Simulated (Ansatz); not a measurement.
BeS (rock salt, Fm-3m), a = 4.634 Å, b = 4.634 Å, c = 4.634 Å, α = 90.00°, β = 90.00°, γ = 90.00°; the cell used has 2 atoms.

Relaxed with r²SCAN.

Q: Decompose the optical modes at the zone centre into irreducible representations, and say which are infrared and Raman allowed.

A: Point group m-3m: Γ_opt = T1u. Infrared: T1u. Raman: none.

Q: Assign frequencies (DFPT, plane-wave PAW r²SCAN (Ansatz code); without the LO–TO term).

A: T1u 262i cm⁻¹.

The cell is a constructed one: a structure type filled with these elements; neither database checked (COD, Materials Project) lists it. COD files the formula under space group No. 216, so this cell is another polymorph or a model. Whether it is the stable phase at ambient conditions was not checked. The r²SCAN relaxation kept the symmetry of its start. At this level the phase is dynamically unstable (imaginary phonons).

Potentials: the later of the program's two PAW sets.
